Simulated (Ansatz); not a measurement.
**SbRh₃: an elastic run with occupations cold, width 0.3 eV**

Theory: DFT PBEsol, scalar-relativistic, plane waves, PAW in Ansatz.

Launched with:
```bash
ansatz run input.yaml --threads 1 --pin off --max-ram 2560MiB --backend cpu --events-out ev --progress --plain --runs-dir out
```

Input (bare energies are in eV):
```yaml
crystal:
  lattice:
    - [3.9076246385, 0.0, 0.0]
    - [0.0, 3.9076246385, 0.0]
    - [0.0, 0.0, 3.9076246385]
  atoms:
    - { symbol: Sb, position: [0.0, 0.0, 0.0] }
    - { symbol: Rh, position: [0.5, 0.5, 0.0] }
    - { symbol: Rh, position: [0.5, 0.0, 0.5] }
    - { symbol: Rh, position: [0.0, 0.5, 0.5] }
basis:
  ecutwfc: 420
kpoints:
  mp_grid: { grid: [10, 10, 10] }
hamiltonian:
  xc: pbesol
scf:
  occupations: { method: cold, width: 0.3 }
output:
  forces: true
  stress: true
  eigenvalues: true
elastic:
  mode: relaxed_ion
  stencil: two_point
```

From the output:
```
--- Elastic constants: 2 strain directions × 2 members + reference (group order 48) ---
  dense FFT box of the reference and of every strained cell: 27×27×27
  strains applied: 11, 23; error gains: componentwise 1.00 (the most a stress slope's error grows in a printed constant), spectral 1.73 (1 for all six strains in a standard setting)
  C = ∂σ_k/∂η_j (tension-positive GPa; Voigt order 11 22 33 23 13 12):
       335.481    183.611    183.611     -0.000     -0.000     -0.000
       183.611    335.481    183.611     -0.000     -0.000     -0.000
       183.611    183.611    335.481     -0.000     -0.000     -0.000
         0.000     -0.000     -0.000    135.318      0.000      0.000
        -0.000     -0.000      0.000      0.000    135.318     -0.000
        -0.000      0.000     -0.000      0.000      0.000    135.318
  reference stress σ⁰ (GPa):      0.535      0.535      0.535     -0.000      0.000      0.000
  C* (energy form; C + prestress term) asymmetry max|C*_kj − C*_jk| = 2.842e-14 GPa — a small one proves nothing (zero by symmetry where the batch's group is 432, −43m or m−3m); a large one is finite-difference/SCF noise where every solve ...
  moduli (Voigt/Reuss/Hill, GPa): K = 234.23/234.23/234.23   G = 111.57/103.08/107.32   E = 279.30   ν = 0.301
  mechanically stable: yes (min eigenvalue of sym C = 135.32 GPa)
  strain η (Voigt 11):  stress-route row diagonal C_11 = 335.48 GPa, energy-path curvature d²(F+E_count+ΔE)/dδ²/Ω₀ = 335.65 GPa
         δ    σ_11 (GPa) F (eV) n_scf n_hpsi n_pw
    -2.000e-3      -0.1397      -25425.3537736       9   86206   1189   relax 0 steps, max|allowed force component| 4.24e-28 eV/Å
     2.000e-3       1.2022      -25425.3529846       6   64943   1189   relax 0 steps, max|allowed force component| 3.50e-28 eV/Å
  strain η (Voigt 23):  stress-route row diagonal C_44 = 135.32 GPa, energy-path curvature d²(F+E_count+ΔE)/dδ²/Ω₀ = 135.03 GPa
         δ    σ_23 (GPa) F (eV) n_scf n_hpsi n_pw
    -2.000e-3      -0.2706      -25425.3535321       8  125332   1189   relax 0 steps, max|allowed force component| 1.02e-28 eV/Å
     2.000e-3       0.2706      -25425.3535321       6   98286   1189   relax 0 steps, max|allowed force component| 4.18e-28 eV/Å
```

The run took 90 s on 1 thread of Intel(R) Xeon(R) Platinum 8259CL CPU @ 2.50GHz (Skylake/Cascade Lake), on a shared host, peak memory 0.67 GiB.

Beside the reference run (Settings: 420 eV plane-wave cutoff, Γ-centred 10×10×10 mesh, Fermi-Dirac smearing of 0.15 eV. No spin polarisation.), the elastic coefficients (GPa; two-point stencil, strain 0.002 and ions relaxed unless stated):
```csv
setting,C11,C12,C44
reference run,339.9,179.6,128.5
"occupations cold, width 0.3 eV",335.5,183.6,135.3
```

In a metal, frequencies and elastic constants depend on the k mesh and the smearing, soft modes and shear constants most.